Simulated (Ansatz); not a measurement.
Rigid (001) slab of Mg, space group R-3m (No. 166):

```
Mg
1.0
     3.18370    0.00000    0.00000
    -1.59185    2.75717    0.00000
     0.00000    0.00000   24.70819
Mg
4
Direct
  0.66667 0.33333 0.34402
  0.33333 0.66667 0.44817
  0.66667 0.33333 0.55024
  0.33333 0.66667 0.65563
```

These are results of Ansatz, DFT PBEsol, scalar-relativistic, plane waves, PAW, not measurements. Cutoff 420 eV; k points 9×9×1 on the computed 5-atom cell (Γ-centred); Gaussian smearing, width 0.10 eV; no spin polarisation. The cell repeats along c with a dipole correction in the vacuum.

An adatom of H is held over the places (i/4, j/4) of the 1×1 surface cell, counted from the highest atom (Mg), and only its height relaxes; one adatom per 8.8 Å². This grid misses the threefold hollows of the hexagonal cell, which often bind best.

Problem. What is the energy landscape, counted from the lowest point of this grid?

Solution. Energies in eV:

```
i j=0   j=1   j=2   j=3
0  0.90  0.60  0.00  0.60
1  0.60  0.60  0.10  0.10
2  0.00  0.06  0.00  0.10
3  0.60  0.06  0.06  0.60
```

Heights over the highest slab atom in Å:

| i | j=0 | j=1 | j=2 | j=3 |
| --- | --- | --- | --- | --- |
| 0 | 1.73 | 1.52 | 1.02 | 1.52 |
| 1 | 1.52 | 1.52 | 1.10 | 1.10 |
| 2 | 1.02 | 1.09 | 1.02 | 1.10 |
| 3 | 1.52 | 1.09 | 1.09 | 1.52 |

The reference crystal is a form of Mg, which isn't its usual structure.